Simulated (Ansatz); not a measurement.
Relaxed-ion elastic tensor of TiAl (L1₀ or tetragonal B2, P4/mmm) in GPa (Voigt order), DFT-r²SCAN in the program Ansatz with PAW potentials; density 3.87 g/cm³, 16.05 Å³ per atom.

```
      1     2     3    4    5     6
-  ----  ----  ----  ---  ---  ----
1   213  62.8  88.4  0.0  0.0   0.0
2  62.8   213  88.4  0.0  0.0   0.0
3  88.4  88.4   185  0.0  0.0   0.0
4   0.0   0.0   0.0  124  0.0   0.0
5   0.0   0.0   0.0  0.0  124   0.0
6   0.0   0.0   0.0  0.0  0.0  47.6
```

Question: Is the crystal mechanically stable?

Answer: Yes: the smallest eigenvalue of C is 47.6 GPa.

Question: Work out the Voigt, Reuss and Hill averages.

Answer: K_V = 121, K_R = 121, K_H = 121; G_V = 83.8, G_R = 70.4, G_H = 77.1 GPa.

Question: Give Young's modulus, Poisson's ratio, Pugh's ratio and the universal anisotropy index.

Answer: E = 9KG/(3K + G) = 191 GPa; ν = 0.24; K/G = 1.57 (brittle by the Pugh limit of 1.75); A_U = 5G_V/G_R + K_V/K_R − 6 = 0.96.

Question: Estimate the sound speeds and the Debye temperature.

Answer: v_l = √((K + 4G/3)/ρ) = 7600 m/s, v_t = √(G/ρ) = 4460 m/s, mean 4950 m/s; Θ = (h/k)(3n/4πV)^(1/3) v_m = 584 K.

Question: How much does each axis shrink under pressure?

Answer: Linear compressibilities β_i = Σ_j S_ij (j = 1 to 3): x 2.7, y 2.7, z 2.8 per TPa.

Symmetry was held in the r²SCAN relaxation; of distortions, only those at the zone centre were tested. The run is not spin-polarised. As this level gives no gap, shear constants depend on the k-mesh and smearing (Fermi–Dirac, 0.1 eV here).

Potentials: the later of the program's two PAW sets.
